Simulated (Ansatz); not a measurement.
InP:
```
InP
1.0
    3.84733     0.00000     0.00000
   -1.92366     3.33188     0.00000
    0.00000     0.00000     3.44330
In P
1 1
Cartesian
  0.00000   0.00000   0.00000
  1.92366   1.11063   1.72165
```

Relaxed with PBE. Special points in fractions of this cell's reciprocal vectors: Γ (0.000, 0.000, 0.000); M (0.500, 0.000, 0.000); K (0.333, 0.333, 0.000); A (0.000, 0.000, 0.500); L (0.500, 0.000, 0.500); H (0.333, 0.333, 0.500).

Problem. List the band energies nearest the Fermi level at these points for the program Ansatz at the PBE level (PAW).

Solution. In eV from the Fermi level; about four levels below and three above (degenerate sets whole), none deeper than 8.9 eV; points with the same levels are listed once.

```json
[
 {"k": "Γ", "below": "-0.57 -0.54 -0.42 -0.42", "above": "4.62 4.62 5.10"},
 {"k": "M", "below": "-6.56 -2.00", "above": "0.84 0.98 5.31"},
 {"k": "K", "below": "-6.38 -4.19", "above": "1.06 4.58 4.95"},
 {"k": "A", "below": "-7.07", "above": "0.61 0.61 3.56"},
 {"k": "L", "below": "-8.59 -4.62 -3.82 -2.57", "above": "0.02 3.38 3.86"},
 {"k": "H", "below": "-3.94 -3.66 -2.58 -1.58", "above": "0.26 6.89 8.74"}
]
```

Space group P-6m2. A made-up cell: these elements were put on the sites of a structure type; neither database checked (COD, Materials Project) lists it. It is not the phase usual at ambient conditions (space group No. 216). Symmetry was held in the PBE relaxation; its stability against distortions is not shown here. Spin–orbit coupling is left out wherever it is not named.

Potentials: the later of the program's two PAW sets.
